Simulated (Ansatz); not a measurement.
# NaPt (P-6m2), axial (c/a) deformation path

Method: DFT PBEsol, scalar-relativistic, plane waves, PAW (Ansatz 0.2.0). Settings: plane waves to 420 eV, k-mesh 21×21×12 (Γ-centred), Gaussian smearing 0.15 eV. Spin–orbit coupling is left out, which can shift energies with elements as heavy as these. No spin polarisation. Energies are free energies at this smearing, counted from the undisturbed cell; pressure is positive in compression.

Zero of the scan (as given, not relaxed at this level; it stands at -4.9 GPa, and it needn't be the usual structure):

```xyz
2
Lattice="2.8510 0.0000 0.0000 -1.4255 2.4690 0.0000 0.0000 0.0000 4.8898" Properties=species:S:1:pos:R:3 pbc="T T T"
Na    1.4255    0.8230    2.4449
Pt    0.0000    1.6460    0.0000
```

At fixed volume and fractional coordinates, lengths along (0.000, 0.000, 1.000) are scaled against those across it; ρ is that ratio over its starting value. The cell is metallic on the mesh throughout.

| ρ | ΔE (meV/atom) | pressure (GPa) |
| --- | --- | --- |
| 0.850 | 163.8 | -3.8 |
| 0.920 | 57.3 | -4.9 |
| 0.960 | 20.2 | -5.1 |
| 1.000 | 0.0 | -4.9 |
| 1.050 | -2.4 | -4.2 |
| 1.100 | 19.1 | -2.9 |
| 1.200 | 127.3 | 1.4 |